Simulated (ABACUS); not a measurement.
Consider a self-consistent single point of WS2 (R3m, 3 atoms in the cell; from Materials Project mp-9813, changed as shown).

```
WS2
1.0
    1.60755     0.92812     6.55141
   -1.60755     0.92812     6.55141
    0.00000    -1.85624     6.55141
W S
1 2
Direct
  0.00067   0.00067   0.00067
  0.41411   0.41411   0.41411
  0.25392   0.25392   0.25392
```

Computed with LDA (PW92), PseudoDojo 0.4 standard norm-conserving LDA (tails mended) pseudopotentials (plane waves; ABACUS 3.10.1).

ABACUS settings:

- KPT = Gamma 6 6 6 0 0 0
- basis_type = pw
- dft_functional = PWLDA
- ecutwfc = 70 Ry
- smearing_method = fd
- smearing_sigma = 0.00146997 Ry
- potentials = PseudoDojo 0.4 standard norm-conserving LDA (tails mended)
- symmetry = 1
- symmetry_prec = 1e-05
- ks_solver = dav_subspace
- scf_nmax = 100
- scf_thr = 1.0e-09 Ry
- mixing_type = broyden

### Question
Estimate, at this level of theory: gap on the k-point mesh, pressure and largest force (vector length).

### Answer
The run gave:

- Gap on the k-point mesh = 1.18 eV
- Pressure = -9.71 GPa
- Largest force (vector length) = 0.822 eV/Å

The gap is read on the k-point mesh of the run and can differ from the gap over the whole zone at this level.

For comparison: a first run was changed to give this one (lattice scaled by 1.02), and from it to this one the free energy rises by 40.0 meV/atom, the pressure goes from -1.27 to -9.71 GPa, the largest force goes from 0.208 to 0.822 eV/Å and the gap on the mesh goes from 1.164 to 1.183 eV.

Spin-orbit coupling is left out, which matters for bands and gaps with elements this heavy. The structure comes from a collection of computed structures, made at another level of theory; the collection holds predicted forms beside known ones. Its lattice was then scaled.

Cost on one core: around 2.0 core-minutes (rough).

“Tails mended”: in these copies of the files the far tail of each local potential was reset to the Coulomb form.
